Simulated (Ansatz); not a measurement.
Total density of states per atom from LDA in the plane-wave PAW code Ansatz, in 0.25 eV bins, energy from the Fermi level:

```
E (eV) | states/eV/atom
    -7.85 | # 0.10
    -7.60 | # 0.11
    -7.35 | # 0.13
    -7.10 | ## 0.15
    -6.85 | ## 0.18
    -6.60 | ### 0.24
    -6.35 | ###### 0.59
    -6.10 | ####### 0.64
    -5.85 | ######## 0.72
    -5.60 | ######### 0.79
    -5.35 | ######### 0.87
    -5.10 | ########### 1.03
    -4.85 | ############ 1.09
    -4.60 | ########## 0.92
    -4.35 | ##### 0.50
    -4.10 | #### 0.36
    -3.85 | ##### 0.48
    -3.60 | ################ 1.49
    -3.35 | ###################### 1.99
    -3.10 | ############## 1.30
    -2.85 | ########### 1.02
    -2.60 | ########### 0.97
    -2.35 | ############# 1.15
    -2.10 | ##################### 1.93
    -1.85 | ############### 1.34
    -1.60 | ########### 1.01
    -1.35 | ####### 0.62
    -1.10 | ##### 0.43
    -0.85 | #### 0.39
    -0.60 | #### 0.37
    -0.35 | #### 0.37
    -0.10 | #### 0.40
     0.15 | ###### 0.57
     0.40 | ######## 0.69
     0.65 | ######## 0.71
     0.90 | ######## 0.76
     1.15 | ######### 0.84
     1.40 | ########## 0.96
     1.65 | ########### 1.04
     1.90 | ########### 1.02
     2.15 | ############# 1.19
     2.40 | ############ 1.08
     2.65 | ############ 1.11
     2.90 | ############### 1.37
     3.15 | ############################## 2.74
     3.40 | ############ 1.11
     3.65 | ######### 0.86
     3.90 | ####### 0.62
     4.15 | ###### 0.53
     4.40 | ##### 0.49
     4.65 | ##### 0.45
```

**Question.** Which of these materials gives this?
A. Hf, hcp (Mg type)
B. W, bcc (W type)
C. MgO, P6_3/mmc (Mg on 2c, O on 2d)
D. Zr, hcp (Mg type)

**Answer.** B, W, bcc (W type). Within 0.5 eV of the Fermi level: W 5d 87 %, outside the projected shells 8 %. Projections are on Löwdin-orthogonalised atomic valence shells; empty p or d shells of many metals are not among them.

Space group Im-3m (bcc (W type)). Symmetry was held in the LDA relaxation. The run is not spin-polarised. Spin–orbit coupling is left out wherever it is not named.

Potentials: the earlier of the program's two PAW sets.
